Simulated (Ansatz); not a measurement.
Structure types of Cl were relaxed at one common pressure (all-electron LAPW in Ansatz 0.2.0 under LDA, scalar-relativistic, no spin polarisation, zero temperature). They take these volumes:

| type | space group | V (Å³/atom) |
| --- | --- | --- |
| fcc | Fm-3m | 7.81 |
| bcc | Im-3m | 7.89 |
| hcp | P6_3/mmc | 7.85 |
| beta tin | I4_1/amd | 7.94 |
| omega | P6/mmm | 7.95 |
| simple hexagonal | P6/mmm | 8.02 |

Task: At about which pressure, and is the densest type also the lowest in enthalpy?

Result: 290 GPa. The densest is fcc, and it is also the lowest in enthalpy among these.
